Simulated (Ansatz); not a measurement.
The elements of this relaxed trial crystal are hidden behind letters.

```
lattice vectors (Å)
   4.0591    0.0000    0.0000
  -2.0295    3.5153    0.0000
   0.0000    0.0000    9.9398
fractional positions
X 0.0000 0.0000 0.9995
Z 0.3333 0.6667 0.6669
Z 0.6667 0.3333 0.3334
Q 0.3333 0.6667 0.9176
Q 0.6667 0.3333 0.5833
Q 0.0000 0.0000 0.2493
```

All numbers below come from DFT PBE, scalar-relativistic, plane waves, PAW (Ansatz 0.2.0). The final run on the 6-atom cell used 420 eV, a Γ-centred 12×12×4 mesh, 0.02 eV smearing and no spin polarisation.

| Quantity | Value |
| --- | --- |
| Space group | P3m1 (No. 156) |
| Conventional cell | a = 4.059 Å, c = 9.940 Å |
| Volume per atom | 23.64 Å³ |
| Density | 4.58 g/cm³ |
| Energy over the elements | −0.396 eV/atom |
| Gap on the 12×12×4 mesh of the 6-atom cell | 0.53 eV |

Energies are uncorrected and count from the elements' standard states at the same level.

Q: X is a p-block element of period 3, Z is a p-block element of period 4 and Q is a p-block element of period 4. Which elements are they?

A: X = Al, Z = Ga, Q = As, so the formula is AlGa2As3. Density times volume gives a mean mass of 4.58 × 23.64/1.6605 = 65.2 u per atom, and this set has 65.2 u. Al has 4 As at 2.48 Å; Ga on its first site has 4 As at 2.49 Å; As on its first site has 3 Al at 2.48 Å and 1 Ga at 2.49 Å; 3 more sites not described. Other sets within the hints have nearly the same mass, so mass alone doesn't settle it; this one was computed.

Kohn–Sham gaps at this level usually fall short of measured ones. A structure relaxed within its symmetry needn't be a true minimum.
